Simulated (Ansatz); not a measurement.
Computed with Ansatz, DFT PBE, scalar-relativistic, plane waves, PAW. Settings: cutoff 420 eV, Γ-centred meshes spaced at most about 0.3 Å⁻¹ (2π included), Gaussian smearing. No spin polarisation in the final relaxations.

All energies are static (0 K, no zero-point motion).

Two relaxed structures of ZnCd2S3:

A.

```xyz
12
Lattice="4.0671 0.0000 0.0000 -2.0335 3.5222 0.0000 0.0000 0.0000 20.1225" Properties=species:S:1:pos:R:3 pbc="T T T"
Zn    0.0000    2.3481    0.0307
Zn    2.0335    1.1741   10.0920
Cd    0.0000    2.3481    6.8403
Cd    0.0000    2.3481   13.3918
Cd    2.0335    1.1741    3.3305
Cd    2.0335    1.1741   16.9016
S     0.0000    2.3481    2.3849
S     0.0000    2.3481    9.4015
S     0.0000    2.3481   15.9430
S     2.0335    1.1741    5.8818
S     2.0335    1.1741   12.4462
S     2.0335    1.1741   19.4628
```

B.

```xyz
6
Lattice="-2.0277 2.0277 8.7320 2.0277 -2.0277 8.7320 2.0277 2.0277 -8.7320" Properties=species:S:1:pos:R:3 pbc="T T T"
Zn    0.0000    0.0000    8.7320
Cd    0.0000    0.0000   14.6449
Cd    0.0000    0.0000    2.8192
S     0.0000    2.0277    1.2664
S     2.0277    0.0000    4.3660
S     0.0000    2.0277    7.4657
```

Question: Which would you expect to be lower, and how large is the difference?

Answer: B is lower, by 13 meV/atom. A has Zn and Cd ordered on wurtzite sites, space group P6_3mc (No. 186), 24.0 Å³/atom and a gap of 1.22 eV on its mesh; B has Zn and Cd ordered on zinc blende sites, space group I-4m2 (No. 119), 23.9 Å³/atom and a gap of 1.23 eV. In A, Zn is surrounded by 4 S at 2.35–2.45 Å; Cd on its first site has 4 S at 2.54–2.56 Å; S on its first site is surrounded by 1 Zn at 2.35 Å and 3 Cd at 2.53 Å; 3 more sites not described. In B, Zn is surrounded by 4 S at 2.39 Å; Cd has 4 S at 2.55 Å; around S on a site of symmetry 2mm lie 2 Zn at 2.39 Å and 2 Cd at 2.55 Å; 1 more site not described. Both come from invented guesses.

Kohn–Sham gaps at this level usually fall short of measured ones. Cells relaxed within their symmetry can be saddle points.
